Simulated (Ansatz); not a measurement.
MgO:
```yaml
crystal:
  lattice:
    - [0.00000, 2.07961, 2.07961]
    - [2.07961, 0.00000, 2.07961]
    - [2.07961, 2.07961, 0.00000]
  atoms:
    - { symbol: O, position: [0.00000, 0.00000, 0.00000] }
    - { symbol: Mg, position: [0.50000, 0.50000, 0.50000] }
```

This is the LDA-relaxed structure.

Task: All from plane-wave PAW LDA (Ansatz code), unless another level is named. Estimate the formation energy from the elements (no fitted shifts).

Result: -2.91 eV/atom.

Task: Predict the hole effective mass, band 3 of 3 at the edge.

Result: 0.40 along [100], 0.35 along [110], 0.34 along [111] (mₑ).

Task: Predict the electron effective mass.

Result: 0.36 mₑ (isotropic).

Task: Give the band gap.

Result: 5.03 eV (direct).

Task: What about the valence-band maximum?

Result: at Γ.

Task: What about the weight of the conduction-edge state by species (Voronoi cells)?

Result: O 51 %, Mg 49 %.

Space group Fm-3m (rock salt). The LDA relaxation kept the symmetry of its start; phonons on a q-mesh show no instability. The references are the lowest solids computed at this level, not always the standard phases (solids in place of the gases).

Potentials: the later of the program's two PAW sets.
